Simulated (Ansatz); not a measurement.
GaSb:
```cif
data_GaSb
_chemical_formula_sum 'Sb1 Ga1'
_space_group_name_H-M_alt 'P 1'
_space_group_IT_number 1
_cell_length_a 4.02742
_cell_length_b 4.02742
_cell_length_c 4.02742
_cell_angle_alpha 60.000
_cell_angle_beta 60.000
_cell_angle_gamma 60.000
loop_
_space_group_symop_operation_xyz
  'x, y, z'
loop_
_atom_site_label
_atom_site_type_symbol
_atom_site_fract_x
_atom_site_fract_y
_atom_site_fract_z
_atom_site_occupancy
Sb1 Sb 0.00000 0.00000 0.00000 1
Ga1 Ga 0.50000 0.50000 0.50000 1
```

Relaxed with PBEsol.

Task: Decompose the optical modes at the zone centre into irreducible representations, and say which are infrared and Raman allowed.

Result: Point group m-3m: Γ_opt = T1u. Infrared: T1u. Raman: none.

Task: Assign frequencies (DFPT, PBEsol in the plane-wave PAW code Ansatz).

Result: T1u 121 cm⁻¹.

Space group Fm-3m (rock salt). A made-up cell: these elements were put on the sites of a structure type; neither database checked (COD, Materials Project) lists it. It is not the phase usual at ambient conditions (space group No. 216). The cell was relaxed with PBEsol under the symmetry of its start; of distortions, only those at the zone centre were tested. As this level gives no gap, phonon frequencies hold no LO–TO term and depend on the k-mesh and smearing (Fermi–Dirac, 0.1 eV here). Scalar-relativistic: spin–orbit coupling is off unless named, which matters more the heavier the elements.

Potentials: the later of the program's two PAW sets.
